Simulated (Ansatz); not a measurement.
One crystal and one scan (energy against volume) at two levels, PBE-D3(BJ) (plane waves to 420 eV, PAW, scalar-relativistic; Ansatz, a first-principles code) and r2SCAN+rVV10 (plane waves to 500 eV, PAW, scalar-relativistic; Ansatz), each from its own relaxed cell and on its own mesh. The cell shown is that of PBE-D3(BJ).

BN (h-BN type, space group P6_3/mmc)

```
BN
1.0
    2.50580     0.00000     0.00000
   -1.25290     2.17009     0.00000
    0.00000     0.00000     6.61621
B N
2 2
Direct
  0.33333   0.66667   0.25000
  0.66667   0.33333   0.75000
  0.33333   0.66667   0.75000
  0.66667   0.33333   0.25000
```

This relaxed cell (volume V₀) is scaled evenly in all directions, its shape held. Symmetry pins the atoms to their sites.

E stands for the smeared free energy. BN was relaxed with its symmetry unable to fall. The PAW data are Ansatz's earlier set. With the shape held, the modulus is that of even scaling; a crystal free to change shape is softer. Both scans cover V/V₀ from 0.900 to 1.100.

ΔE (meV/atom), each from the relaxed starting cell of its own level:

```csv
V/V₀,PBE-D3(BJ),r2SCAN+rVV10
0.900,80.2,withheld
0.925,43.2,44.7
0.950,18.4,19.1
0.975,4.4,4.6
1.000,0.0,0.0
1.025,4.1,4.2
1.050,15.8,16.4
1.075,34.2,35.5
1.100,58.7,60.9
```

Estimate the r2SCAN+rVV10 value at 0.900 from the PBE-D3(BJ) value there and the ratio of the two levels in the two nearest given rows on that side of the minimum.

At 0.925 and 0.950 the ratio r2SCAN+rVV10/PBE-D3(BJ) averages 1.036, which gives 1.036 × 80.2 = 83.1 meV/atom. The calculation gives 82.7 meV/atom, +3.1 % against PBE-D3(BJ).

(A scan under strain: stresses follow from slopes of the energy per volume, elastic moduli from its curvatures.)
